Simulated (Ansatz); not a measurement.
Input and command of a calculation in Ansatz (plane waves; scalar-relativistic PAW potentials unless the input names others):

```yaml
crystal:
  lattice:
    - [0.0, 3.5724520426, 0.0]
    - [-3.7695186786, 0.0, 0.0]
    - [0.0, 0.0, 4.0875910432]
  atoms:
    - { symbol: Ti, position: [0.0, 0.0, 0.0507559076] }
    - { symbol: Ti, position: [0.5, 0.0, 0.5507559076] }
    - { symbol: Si, position: [0.0, 0.5, 0.5507440924] }
    - { symbol: Si, position: [0.5, 0.5, 0.0507440924] }
kpoints:
  mp_grid: { grid: [10, 10, 8], shift: [0.5, 0.5, 0.5] }
hamiltonian:
  xc: pbesol
  dispersion: d3bj
scf:
  occupations: { method: gaussian, width: 0.15 }
output:
  forces: true
  eigenvalues: true
  stress: true
```

```bash
ansatz run input.yaml --threads 1 --pin off --max-ram 2560MiB --backend cpu --events-out ev --progress --plain --runs-dir out
```

Abridged log:
```
Warning: the atoms were moved onto the symmetric positions of the space group found under crystal.symmetry.tolerance 1.0e-5 (fractional; ...
Basis set: ecut = 420 eV, 1063 PW (Γ), exchange–correlation on 48×54×60 points (8 copies of the dense FFT grid, shifted against one another)
Bands: 20, of which v1, the nominal top of the filled ones, is band 16 counted from 1 (15 counted from 0)
Symmetry: 16 space group operations
k-points: 100 of 800
SCF iter   1: F=—  HF=-6195.517354 eV  |F-HF|=—  |Δ(HF+E_count)|=         —  Δρ=6.61e-3  dr2=1.56e-2  ethr=1.77e-3  ⟨swp⟩=5.2  Hψ=9198  notcnv=0
SCF iter   2: F=—  HF=-6195.512792 eV  |F-HF|=—  |Δ(HF+E_count)|=   4.56e-3  Δρ=2.85e-3  dr2=3.40e-3  ethr=4.89e-5  ⟨swp⟩=2.9  Hψ=4336  notcnv=0
SCF iter   3: F=—  HF=-6195.511909 eV  |F-HF|=—  |Δ(HF+E_count)|=   8.82e-4  Δρ=9.08e-4  dr2=4.48e-4  ethr=1.06e-5  ⟨swp⟩=2.5  Hψ=3435  notcnv=0
SCF iter   4: F=—  HF=-6195.511786 eV  |F-HF|=—  |Δ(HF+E_count)|=   1.23e-4  Δρ=6.95e-5  dr2=2.21e-6  ethr=1.40e-6  ⟨swp⟩=2.1  Hψ=2743  notcnv=0
SCF iter   5: F=—  HF=-6195.511853 eV  |F-HF|=—  |Δ(HF+E_count)|=   6.65e-5  Δρ=1.53e-5  dr2=7.22e-8  ethr=6.90e-9  ⟨swp⟩=2.0  Hψ=2792  notcnv=0
SCF iter   6: F=-6195.511853 eV  HF=-6195.511853 eV  |F-HF|=7.39e-10  |Δ(HF+E_count)|=   1.00e-8  Δρ=2.20e-6  dr2=2.28e-9  ethr=2.25e-10  ⟨swp⟩=2.1  Hψ=6482  notcnv=0
SCF 1 converged in 6 iterations: F = -6195.511853 eV  dr2 = 2.28e-9
SCF converged after 6 iterations
Free energy (F): -6195.511853 eV
Harris-Foulkes:  -6195.511853 eV  (|F-HF|=7.39e-10)
Internal energy: -6195.489289 eV  (E = F + TS)
E sigma→0 (E₀):  -6195.500571 eV
Entropy (-TS):   -0.022564 eV (-5.641 meV/atom)
Fermi energy:    14.263439 eV
  E_disp       = -2.247548  (pairwise vdW)
--- Forces (eV/Å), atoms counted from 1 ---
  atom   1  Ti     0.00000000     0.00000000     0.00000000
  atom   2  Ti     0.00000000     0.00000000     0.00000000
  atom   3  Si     0.00000000     0.00000000     0.00000000
  atom   4  Si     0.00000000     0.00000000     0.00000000
--- Stress (GPa, compression-positive) ---
       -2.582745       0.000000       0.000000
        0.000000      -2.409702       0.000000
        0.000000       0.000000      -2.767811
  P = ⅓ Tr σ = -2.5868 GPa (-25.868 kbar)
```

Apart from outputs and empty bands, the input differs from a reference run on usual settings in hamiltonian.dispersion: not typed → "d3bj"; hamiltonian.xc: "lda" → "pbesol"; kpoints.mp_grid.shift: not typed → [0.5, 0.5, 0.5]; basis.ecutwfc: 420 → not typed. The reference, at the same geometry, gave pressure -0.05 GPa, largest force 0.000 eV/Å, no gap on the mesh. This run converged in 6 SCF iterations (reference: 6) with a total energy on another zero, pressure -2.59 GPa, largest force 0.000 eV/Å, no gap on the mesh.

The run took 2.1 s on 1 thread of AMD EPYC 9R45 96-Core Processor (Zen 5), with other jobs on the host, peak memory 0.45 GiB.